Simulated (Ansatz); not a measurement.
# YC, first-principles data

YC:
```cif
data_CY
_chemical_formula_sum 'C1 Y1'
_space_group_name_H-M_alt 'P 1'
_space_group_IT_number 1
_cell_length_a 3.55847
_cell_length_b 3.55847
_cell_length_c 3.55847
_cell_angle_alpha 60.000
_cell_angle_beta 60.000
_cell_angle_gamma 60.000
loop_
_space_group_symop_operation_xyz
  'x, y, z'
loop_
_atom_site_label
_atom_site_type_symbol
_atom_site_fract_x
_atom_site_fract_y
_atom_site_fract_z
_atom_site_occupancy
C1 C 0.00000 0.00000 0.00000 1
Y1 Y 0.50000 0.50000 0.50000 1
```

Space group Fm-3m (No. 225), rock salt; conventional cell a = b = c = 5.0324 Å, α = β = γ = 90.00°.

Method: PBEsol (plane waves, PAW; program Ansatz). Geometry: relaxed at this level of theory. Other levels are named where they apply.

### Cell and energy

- Volume per atom: 15.93 Å³
- Density: 5.26 g/cm³
- Formation energy from the elements (no fitted shifts): -0.004 eV/atom

### Electronic structure

- Electronic character: metallic (no gap)
- Density of states at the Fermi level: 0.80 states/eV per atom (mean over ±0.08 eV)
- Gap with spin–orbit coupling: none (metallic)

### Mechanics

- Bulk modulus (Birch–Murnaghan fit) = 133 GPa
- Pressure derivative B′ = 4.0
- Elastic constants (relaxed ions, GPa) = C11 = 249, C12 = 74.8, C44 = 56.4
- Mechanical stability = stable (all eigenvalues of C positive)
- Hill bulk and shear moduli = 133 and 67.2 GPa
- Young's modulus = 172 GPa
- Poisson's ratio = 0.28
- Debye temperature from the elastic constants = 471 K

### Phonons

- Highest zone-centre frequency = 337 cm^-1
- Zone-centre stability = no imaginary mode at Γ

The start of the workflow was typed in or built on a structure type; the Crystallography Open Database copy checked does not list it. Whether it is the stable phase at ambient conditions was not checked. Symmetry was held in the PBEsol relaxation. The run is not spin-polarised. As this level gives no gap, shear constants depend on the k-mesh and smearing (Fermi–Dirac, 0.1 eV here). As this level gives no gap, phonon frequencies hold no LO–TO term and depend on the k-mesh and smearing (Fermi–Dirac, 0.1 eV here). The references are the lowest solids computed at this level, not always the standard phases. Scalar-relativistic: spin–orbit coupling is off unless named, which matters more the heavier the elements.

Potentials: the later of the program's two PAW sets.
